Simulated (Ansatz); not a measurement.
The cell is Ga₃BAs₄, ordered on the zincblende lattice (Amm2) with 8 atoms a cell; cell and atoms were relaxed with r2SCAN. The symmetry is Amm2 (No. 38, orthorhombic); conventional cell a = 3.854 Å, b = 7.715 Å, c = 10.962 Å, 20.37 Å³ an atom. B has 4 As at 2.15–2.28 Å; Ga has 4 As at 2.37–2.48 Å; Ga has 4 As at 2.37–2.44 Å; As has 2 B at 2.28 Å and 2 Ga at 2.48 Å; As has 1 B at 2.15 Å and 3 Ga at 2.43–2.44 Å; As has 4 Ga at 2.37 Å.

```cif
data_structure
_symmetry_space_group_name_H-M 'Amm2'
_symmetry_Int_Tables_number 38
_cell_length_a 3.8537
_cell_length_b 7.7151
_cell_length_c 10.9620
_cell_angle_alpha 90.000
_cell_angle_beta 90.000
_cell_angle_gamma 90.000
_cell_volume 325.92
loop_
_atom_site_label
_atom_site_type_symbol
_atom_site_symmetry_multiplicity
_atom_site_Wyckoff_symbol
_atom_site_fract_x
_atom_site_fract_y
_atom_site_fract_z
_atom_site_occupancy
B1 B 2 a 0.00000 0.50000 0.49718 1
Ga1 Ga 4 e 0.50000 0.24952 0.75063 1
Ga2 Ga 2 a 0.00000 0.50000 0.99871 1
As1 As 2 b 0.50000 0.50000 0.60814 1
As2 As 4 d 0.00000 0.22847 0.88514 1
As3 As 2 b 0.50000 0.50000 0.12444 1
```

The questions ask for values computed with the plane-wave code Ansatz on this geometry. (Calculated; non-magnetic; the phase may be known or hypothetical.)

Given (6×4×4 mesh): The PBE gap is direct at Γ: 0.21 eV.

Q: Estimate the gap with r2SCAN on 6×4×4.

A: r2SCAN gives a direct gap of 0.46 eV at Γ. The gap differs by +0.25 eV from PBE's.

Q: How does the gap change from PBE to HSE06 (4×2×2)?

A: HSE06 gives a direct gap of 0.91 eV at Γ. The gap differs by +0.70 eV from PBE's.

Q: Estimate the gap with PBE0 on 4×2×2.

A: PBE0 gives a direct gap of 1.58 eV at Γ. The gap differs by +1.37 eV from PBE's.

Q: Roughly how does the cost of the PBE+SOC run (6×4×4) compare with r2SCAN's (6×4×4)?

A: About 3 times as much (6 core-minutes against 110 core-seconds, on 4 threads of Intel(R) Xeon(R) Processor @ 2.50GHz (Skylake/Cascade Lake), with other jobs on the host).

Only the levels marked +SOC include spin-orbit coupling.

The meshes of the hybrids are coarse, so their gaps aren't converged to the digits shown.
